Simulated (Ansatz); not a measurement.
Trial structure of Al2GaSb3, not yet relaxed:

```cif
data_structure
_symmetry_space_group_name_H-M 'P-4m2'
_symmetry_Int_Tables_number 115
_cell_length_a 3.8928
_cell_length_b 3.8928
_cell_length_c 8.5396
_cell_angle_alpha 90.000
_cell_angle_beta 90.000
_cell_angle_gamma 90.000
_cell_volume 129.41
loop_
_atom_site_label
_atom_site_type_symbol
_atom_site_symmetry_multiplicity
_atom_site_Wyckoff_symbol
_atom_site_fract_x
_atom_site_fract_y
_atom_site_fract_z
_atom_site_occupancy
Al1 Al 2 g 0.00000 0.50000 0.73723 1
Ga1 Ga 1 a 0.00000 0.00000 0.00000 1
Sb1 Sb 1 b 0.50000 0.50000 0.00000 1
Sb2 Sb 2 g 0.00000 0.50000 0.37740 1
```

All numbers below come from DFT PBE, scalar-relativistic, plane waves, PAW in Ansatz 0.2.0. Cutoff 420 eV; k points 4×4×2 on the computed 6-atom cell (Γ-centred); Gaussian smearing, width 0.10 eV; no spin polarisation.

The zero of energy is the elements' standard structures at the same level; no fitted shifts are applied.

Question: Estimate its pressure, forces and energy as it stands.

Answer: The pressure is 5.2 GPa (the mean over three directions, positive in compression), the largest force is 0.08 eV/Å, and the energy is +0.27 eV/atom against the elements. The shortest distance is 2.75 Å.

Question: Is it a good guess?

Answer: A fair one: relaxing gains about 0.12 eV/atom (the start's value is from the coarse mesh, so the gain is rough) in 18 ionic steps and ends at +0.15 eV/atom on the finer mesh. The symmetry stays P-4m2 (No. 115). The volume per atom grows by 8.5 %, from 21.6 to 23.4 Å³. The shortest distance goes from 2.75 Å (Ga–Sb) to 2.91 Å (Al–Sb). Conventional cell: a = 4.119 Å, c = 8.279 Å. Al has 5 Sb at 2.91–2.94 Å, 2 Ga at 3.22 Å and 2 Sb at 3.22 Å; Ga is surrounded by 4 Sb at 2.91 Å, 4 Al at 3.22 Å and 4 Sb at 3.55 Å; Sb on a site of symmetry -4m2 has 4 Ga at 2.91 Å, 4 Al at 3.22 Å and 4 Sb at 3.55 Å; 1 more site not described.

The last run used a 10×10×6 mesh (in the run's order of axes) for its 6-atom cell and Gaussian smearing of 0.10 eV. Spin–orbit coupling, which can matter for Sb, is left out. The relaxation can't lower the symmetry of the start, and the grade says only how near the guess is to its own end. Symmetry constrained the relaxation, so the result can be a saddle point. Another cell of Al2GaSb3 relaxed alike, in P3m1, lies 65 meV/atom lower, so this cell isn't the stable form at this level.
